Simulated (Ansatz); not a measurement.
Ta: from a starting cell to a relaxed one

The start is a relaxed Ta cell, doubled along one cell vector, shaken by Gaussian noise of σ = 0.08 Å a coordinate. Cell shape, volume and atoms are optimised at zero target pressure with PBE (plane waves to 420 eV, PAW, scalar-relativistic; Ansatz, a program for electronic structure). The first steps use a coarse 13×13×5 k-mesh.

Initial structure:
```
CELL_PARAMETERS angstrom
     -2.64445     2.64445     1.40658
      2.64445    -2.64445     1.40658
      5.28891     5.28891    -2.81315
ATOMIC_POSITIONS crystal
  Ta 0.80859 0.27465 0.26985
  Ta 0.76399 0.22637 0.75212
  Ta 0.95553 0.97068 0.00656
  Ta 0.98602 0.97212 0.48198
```

**Question.** By how much does the energy per atom fall from start to end?

**Answer.** 0.78 eV/atom.

**Question.** How does the volume change?

**Answer.** -5.5 %, from 19.67 to 18.59 Å³/atom.

**Question.** Is the parent structure recovered?

**Answer.** It does not go back: it reaches Pnma (No. 62), 0.66 eV/atom below the parent.

**Question.** How do the shortest distances between atoms change?

**Answer.** The closest pairs of elements (up to four, under 3.6 Å), start → end: Ta–Ta 2.52 → 2.85 Å.

**Question.** What band gap does the relaxed structure have at this level?

**Answer.** Zero (metallic).

**Question.** What does it relax into? Give the structure.

**Answer.** 
```cif
data_Ta4
_chemical_formula_sum 'Ta4'
_space_group_name_H-M_alt 'Pnma'
_space_group_IT_number 62
_space_group_name_Hall '-P 2ac 2n'
_cell_length_a 5.54291
_cell_length_b 4.65045
_cell_length_c 2.88495
_cell_angle_alpha 90.000
_cell_angle_beta 90.000
_cell_angle_gamma 90.000
loop_
_atom_site_label
_atom_site_type_symbol
_atom_site_symmetry_multiplicity
_atom_site_Wyckoff_symbol
_atom_site_fract_x
_atom_site_fract_y
_atom_site_fract_z
_atom_site_occupancy
Ta1 Ta 4 c 0.13719 0.75000 0.36546 1
```

Final values are on a 9×10×16 k-mesh of the relaxed cell. The start holds a very short contact (Ta–Ta 2.52 Å). No spin polarisation in the result.

The relaxed structure here is a generated cell of Ta: the first start was made by placing the elements on the sites of a structure type, and the end was not matched to a known phase here, so it may be hypothetical. Known forms of Ta include space group No. 229.
